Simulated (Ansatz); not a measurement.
NaLaMnMoO6 and the effect of the dispersion correction

The cell as given:

```
Na La Mn Mo O
1.0
     0.00000    3.86259    3.86259
     3.86259    0.00000    3.86259
     3.86259    3.86259    0.00000
Na La Mn Mo O
1 1 1 1 6
Cartesian
  1.9313 1.9313 1.9313
  5.7939 5.7939 5.7939
  3.8626 3.8626 3.8626
  0.0000 0.0000 0.0000
  1.9574 3.8626 3.8626
  3.8626 3.8626 1.9574
  3.8626 1.9574 3.8626
  3.8626 5.7678 3.8626
  3.8626 3.8626 5.7678
  5.7678 3.8626 3.8626
```

The cell comes from a database or a generator and needn't be the stable form of this composition.

Kept alike: task relaxation of cell and atoms; functional PBE; k mesh 5 × 5 × 5; occupations fermi-dirac, width 0.05 eV; collinear spin, ferromagnetic start. Program: Ansatz, Ansatz PAW, cutoff 420 eV. The mesh is that of the run's cell of 10 atoms. No spin-orbit coupling.

```csv
dispersion correction,volume (Å³/atom)
D3(BJ),11.334
D3(BJ)-ATM,11.368
D4,11.346
```

The relaxations keep at least the cell's symmetry (F-43m). For a metal such a mesh leaves the last digits unconverged. Relaxations stop with a little pressure left, so the last digits of a volume or edge aren't settled. Ansatz's relaxations hold a Pulay term in the stress (up to 0.6 GPa here). The runs hold the magnetic state that their start led to, which needn't be the lowest.

Problem. What does the dispersion correction change here?

Solution. The volume runs from 11.334 (D3(BJ)) to 11.368 Å³/atom (D3(BJ)-ATM).
